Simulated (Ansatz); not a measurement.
## Gd2In: Ba on an In site

All numbers are calculated (PBEsol, collinear spin, no spin-orbit coupling; Ansatz, PAW set soft_2, 420 eV, k-mesh 3×3×3), not measured.

The relaxed host crystal (no gap at this level of theory):

```
Gd In
1.0
     5.35811    0.00000    0.00000
    -2.67906    4.64026    0.00000
     0.00000    0.00000    6.66307
Gd In
4 2
Cartesian
  0.0000 3.0935 4.9973
  2.6791 1.5468 1.6658
  0.0000 0.0000 0.0000
  0.0000 0.0000 3.3315
  0.0000 3.0935 1.6658
  2.6791 1.5468 4.9973
```

Supercell of 18 atoms, rows of the matrix [[-1,-1,1],[1,0,1],[0,1,1]] times the cell vectors; Ba on an In site at (0.333, 0.667, 0.250) in fractions of the cell above. Atoms are relaxed at the host's cell, from a start shaken by 0.05 Å near the defect. The cell loses 1 of its 6 In, so this is a heavily doped crystal.

Distances from the Ba atom (Å), by shell of the perfect crystal:

```csv
shell,perfect crystal,"relaxed, charge 0"
3 Gd,3.09,3.16
2 Gd,3.33,3.51
6 Gd,3.51,3.59
```

```json
{"charge": "0", "moment of the cell (μB)": "90.37", "moment on Ba (μB)": "0.06", "gap of the cell on the mesh (eV)": "0.00"}
```

Formation energy of the neutral defect: 2.66 eV, taking atoms from and to the elements' standard states (no corrections for gases), so it belongs to those chemical potentials alone.

Caveats: Gd without a U keeps its half-filled shell, but its 4f levels lie too near the Fermi level; open f or d shells may hold a state above the lowest; small supercell, so energies and levels can be off by tenths of an eV; one random start near the defect, so other minima are possible.
